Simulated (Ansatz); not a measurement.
With plane-wave PAW PBE (Ansatz code), P in the cubic phase (I4_132; P on 8a) relaxes to a = 6.095 Å. P has 3 nearest neighbours from 2.16 Å (trigonal planar).

Electronic character: metallic (no gap).

The bulk modulus is 34.5 GPa.

The start of the workflow was typed in or built on a structure type; neither database checked (COD, Materials Project) lists it. It is not the phase usual at ambient conditions (space group No. 64). Symmetry was held in the PBE relaxation; its stability against distortions is not shown here. The volume moved by 35 % from the start of the relaxation.

Potentials: the later of the program's two PAW sets.
